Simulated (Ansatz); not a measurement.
**ZnMo₃: generalised stacking fault**

Method: DFT PBE, scalar-relativistic, plane waves, PAW (Ansatz 0.2.0). Cutoff 420 eV, Γ-centred 12×12×4 k-points, Gaussian smearing of 0.15 eV. No spin polarisation. Energies are free energies at this smearing, counted from the undisturbed cell; pressure is positive in compression.

The starting cell (relaxed at this level; with this scan's settings it stands at 0.1 GPa; it needn't be the usual structure):

```
CELL_PARAMETERS angstrom
0.00000 -3.93388 0.00000
0.00000 0.00000 -3.93388
11.80165 0.00000 0.00000
ATOMIC_POSITIONS crystal
Zn 0.00000 0.00000 0.24998
Zn 0.00000 0.00000 0.58332
Zn 0.00000 0.00000 0.91665
Mo 0.50000 0.50000 0.91665
Mo 0.50000 0.50000 0.24998
Mo 0.50000 0.50000 0.58332
Mo 0.00000 0.50000 0.08332
Mo 0.00000 0.50000 0.41665
Mo 0.00000 0.50000 0.74998
Mo 0.50000 0.00000 0.08332
Mo 0.50000 0.00000 0.41665
Mo 0.50000 0.00000 0.74998
```

The cut lies on the cell's a–b face, a (1 0 0) plane (indices in the standard cell, whose axes needn't be the Cartesian ones shown) of area 15.48 Å², between layers 1.97 Å apart. Vector c is tilted by f times 1·a − 1·b (length 5.563 Å) with the atoms' Cartesian places fixed: one unrelaxed fault a cell. The cell is metallic on the mesh throughout.

| f | γ (mJ/m²) | shear traction, the slope of γ along the slip (GPa) |
| --- | --- | --- |
| 0.0000 | 0 | 0.0 |
| 0.0833 | ? | ? |
| 0.1667 | 1776 | 21.8 |
| 0.3333 | 1782 | -18.9 |
| 0.5000 | 321 | 0.0 |

By symmetry 0.6667 repeats 0.3333, 0.8333 repeats 0.1667 in energy; the slope of the energy along the path changes sign there.

(1) Give the withheld values.

Results:

(1) γ (mJ/m²) at f = 0.0833: 607; shear traction, the slope of γ along the slip (GPa) at f = 0.0833: 23.5.

Cost: 5 runs of about 21 core-minutes in all, on Intel Xeon Platinum 8375C (Ice Lake) (shared hosts).